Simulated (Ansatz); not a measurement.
LaN (zinc blende, F-43m), a = 5.547 Å, b = 5.547 Å, c = 5.547 Å, α = 90.00°, β = 90.00°, γ = 90.00°; the cell used has 2 atoms.

This is the PBEsol-relaxed structure.

**Question.** All from plane-wave PAW PBEsol (Ansatz code), unless another level is named. Estimate the largest static χ(2) component.

**Answer.** 350 pm/V.

**Question.** And the Born charges (a third of the trace)?

**Answer.** N -3.68, La +3.68 e.

**Question.** Give the electronic dielectric constant ε∞ (DFPT).

**Answer.** 8.46.

The start of the workflow was typed in or built on a structure type; neither database checked (COD, Materials Project) lists it. COD files the formula under space group No. 225. Its standing as an ambient phase is unchecked. The PBEsol relaxation kept the symmetry of its start; its stability against distortions is not shown here. Scalar-relativistic: spin–orbit coupling is off unless named, which matters more the heavier the elements.

Potentials: the earlier of the program's two PAW sets. The files were generated under PBE; for other functionals the program regenerates the frozen cores, and for LDA and PBEsol the local potential too.
